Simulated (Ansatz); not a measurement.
OsC (CsCl type, space group No. 221) at seven volumes, DFT-PBE in the program Ansatz with PAW potentials, scaled uniformly. One row is withheld.

```csv
V (Å³/atom),P (GPa)
8.857,?
9.148,27.76
9.440,12.69
9.732,0.00
10.024,-10.66
10.316,-19.70
10.608,-27.33
```

Question: Fit the shown pressures and predict the withheld one.

Answer: Third-order Birch–Murnaghan: P = (3/2)B₀(x^(7/2) − x^(5/2))[1 + (3/4)(B′ − 4)(x − 1)] with x = (V₀/V)^(2/3). Least squares on the six rows gives V₀ = 9.732 Å³/atom, B₀ = 387.7 GPa, B′ = 4.67. At V = 8.857, x = 1.0648 and P = 45.54 GPa. The run itself gave 45.45 GPa.

Space group Pm-3m (CsCl type). The cell is a constructed one: a structure type filled with these elements; neither database checked (COD, Materials Project) lists it. Whether it is the stable phase at ambient conditions was not checked. Symmetry was held in the PBE relaxation; whether a distortion lowers the energy is not shown. The run is not spin-polarised. Scalar-relativistic: spin–orbit coupling is off unless named, which matters more the heavier the elements.

Potentials: the later of the program's two PAW sets.
